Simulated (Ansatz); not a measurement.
GaRu₃C:
```xyz
5
Lattice="3.9778 0.0000 0.0000 0.0000 3.9778 0.0000 0.0000 0.0000 3.9778" Properties=species:S:1:pos:R:3 pbc="T T T"
Ga     0.0000     0.0000     0.0000
Ru     0.0000     1.9889     1.9889
Ru     1.9889     0.0000     1.9889
Ru     1.9889     1.9889     0.0000
C      1.9889     1.9889     1.9889
```

Relaxed with PBEsol. Special points in fractions of this cell's reciprocal vectors: Γ (0.000, 0.000, 0.000); X (0.000, 0.500, 0.000); M (0.500, 0.500, 0.000); R (0.500, 0.500, 0.500).

Q: List the band energies nearest the Fermi level at these points for PBEsol in the plane-wave PAW code Ansatz.

A: In eV from the Fermi level; about four levels below and three above (degenerate sets whole), none deeper than 8.9 eV; points with the same levels are listed once.

```csv
k,below,above
Γ,-0.79 -0.79 -0.79 -0.58 -0.58,1.43 1.50 1.50 1.50
X,-0.95 -0.95 -0.72 -0.06,1.50 1.79 1.79
M,-1.00 -0.65 -0.63 -0.03,0.32 2.14 2.14
R,-1.56 -1.56 -1.56 -0.12 -0.12,1.23 1.23 1.23
```

Space group Pm-3m (anti-perovskite). The start of the workflow was typed in or built on a structure type; neither database checked (COD, Materials Project) lists it. Whether it is the stable phase at ambient conditions was not checked. The cell was relaxed with PBEsol under the symmetry of its start; phonons show weakly imaginary modes. No spin polarisation was allowed. Scalar-relativistic: spin–orbit coupling is off unless named, which matters more the heavier the elements.

Potentials: the earlier of the program's two PAW sets. The files were generated under PBE; for other functionals the program regenerates the frozen cores, and for LDA and PBEsol the local potential too.
